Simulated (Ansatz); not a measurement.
Starting cell, AuSb$_{2}$ (space group Pa-3):

```yaml
crystal:
  lattice:
    - [6.62458, 0.00000, 0.00000]
    - [0.00000, 6.62458, 0.00000]
    - [0.00000, 0.00000, 6.62458]
  atoms:
    - { symbol: Sb, position: [0.37498, 0.12502, 0.87498] }
    - { symbol: Sb, position: [0.62502, 0.87498, 0.12502] }
    - { symbol: Sb, position: [0.12502, 0.87498, 0.37498] }
    - { symbol: Sb, position: [0.87498, 0.12502, 0.62502] }
    - { symbol: Sb, position: [0.87498, 0.37498, 0.12502] }
    - { symbol: Sb, position: [0.12502, 0.62502, 0.87498] }
    - { symbol: Sb, position: [0.62502, 0.62502, 0.62502] }
    - { symbol: Sb, position: [0.37498, 0.37498, 0.37498] }
    - { symbol: Au, position: [0.00000, 0.50000, 0.50000] }
    - { symbol: Au, position: [0.50000, 0.50000, 0.00000] }
    - { symbol: Au, position: [0.50000, 0.00000, 0.50000] }
    - { symbol: Au, position: [0.00000, 0.00000, 0.00000] }
```

The atoms are displaced by Q × the pattern below (from a DFPT mode at Γ, largest move 1; Q in Å), at fixed cell. It is one choice among 3 degenerate patterns.

```csv
atom,x,y,z
Sb1,-0.512,0.253,0.821
Sb2,-0.512,0.253,0.821
Sb3,-0.512,0.253,-0.821
Sb4,-0.512,0.253,-0.821
Sb5,-0.512,-0.253,-0.821
Sb6,-0.512,-0.253,-0.821
Sb7,-0.512,-0.253,0.821
Sb8,-0.512,-0.253,0.821
Au9,0.634,-0.040,0.680
Au10,0.634,-0.040,-0.680
Au11,0.634,0.040,-0.680
Au12,0.634,0.040,0.680
```

The numbers are results of LDA (plane waves to 420 eV, PAW, scalar-relativistic; Ansatz, an electronic-structure program), not measurements. k mesh 6×6×6 (Γ-centred), Fermi-Dirac smearing 0.05 eV. The energy includes the smearing's −TS. With partly filled bands, energies and forces of such displacements shift with the k mesh and the smearing. AuSb2 was relaxed with its symmetry unable to fall. Spin-orbit coupling is left out, though Au and Sb are heavy. The zero of ΔE is the undisplaced structure. The last digit holds for this mesh only.

```
Q (Å)    ΔE (meV/cell)
-------  -------------
-0.2800         6703.0
-0.2333       withheld
-0.1867         2619.3
-0.1400         1408.8
-0.0933          606.3
-0.0467          148.7
0.0000             0.0
0.0467           148.7
0.0933           606.3
0.1400          1408.8
0.1867          2619.3
0.2333        withheld
0.2800          6703.0
```

Fit an even polynomial form (powers 2, 4, 6) to the given rows and predict ΔE at Q = 0.2333.

Least squares on the 11 given rows: ΔE = (67940)·Q² + (193000)·Q⁴ + (394700)·Q⁶, in meV/cell with Q in Å; root-mean-square residual 0.17 meV/cell. At 0.2333 the fit gives 4333.3 meV/cell; the calculation gives 4335.6 meV/cell, so the interpolation is off by -2.3 (-0.1 %). The quadratic term alone would give 3697.9 meV/cell.

(A displaced cell: forces are minus the slopes of the energy, force constants its curvatures, and phonons follow from these.)
